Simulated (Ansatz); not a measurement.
Starting cell, Sn (diamond):

```xyz
2
Lattice="0.0000 3.3276 3.3276 3.3276 0.0000 3.3276 3.3276 3.3276 0.0000" Properties=species:S:1:pos:R:3 pbc="T T T"
Sn     3.3276     3.3276     3.3276
Sn     4.9914     4.9914     4.9914
```

Two-dimensional scan of atom 2 (Sn, nearest neighbour Sn at 2.882 Å; its periodic images, 4.7 Å or more away, move with it): u runs along (0.707, 0.707, 0.000), v along (0.000, 0.000, 1.000) (Cartesian). Cell and other atoms are fixed.

All values below come from PBE (plane waves to 420 eV, PAW, scalar-relativistic; Ansatz, a first-principles code). k mesh 10×10×10 (Γ-centred), Fermi-Dirac smearing 0.05 eV. The energy includes the smearing's −TS. Points where atoms come too close for the PAW data are left out (x in tables, blank in figures). With partly filled bands, energies and forces of such displacements shift with the k mesh and the smearing. Fu and Fv are the components of the force on the atom. Sn was relaxed with its symmetry unable to fall. The relaxed volume of Sn is well above the measured one; the method has no dispersion term. ΔE is measured from the undisplaced structure. Axes are in Å.

ΔE (meV/cell), with u across and v down:

```
v \ u   -0.720  -0.480  -0.240  0.000  0.240  0.480  0.720
------  ------  ------  ------  -----  -----  -----  -----
-0.720       x    4460    2139   1461   2139   4460      x
-0.480       x    2761    1196    717   1196   2761      x
-0.240    3386    1516     507    188    507   1516   3386
0.000     1856     798     192      0    192    798   1856
0.240     1114     592     287    188    287    592   1114
0.480      950     809     740    717    740    809    950
0.720     1163    1316    1425   1461   1425   1316   1163
```

Fv (eV/Å), with u across and v down:

```csv
v \ u,-0.720,-0.480,-0.240,0.000,0.240,0.480,0.720
-0.720,x,7.80,4.27,3.36,4.27,7.80,x
-0.480,x,6.22,3.49,2.75,3.49,6.22,x
-0.240,8.32,4.11,2.16,1.57,2.16,4.11,8.32
0.000,4.58,1.89,0.46,0.00,0.46,1.89,4.58
0.240,1.74,-0.11,-1.21,-1.57,-1.21,-0.11,1.74
0.480,-0.22,-1.61,-2.47,-2.75,-2.47,-1.61,-0.22
0.720,-1.44,-2.49,-3.11,-3.36,-3.11,-2.49,-1.44
```

Summary:

| Item | Result |
|---|---|
| Principal force constants in the plane (five-point differences of the forces) | 6.8 eV/Å², isotropic |
| Centre of the map | a minimum |
| Lowest place on the grid | u = 0.000 Å, v = 0.000 Å (0 meV/cell) |

(A displaced cell: forces are minus the slopes of the energy, force constants its curvatures, and phonons follow from these.)
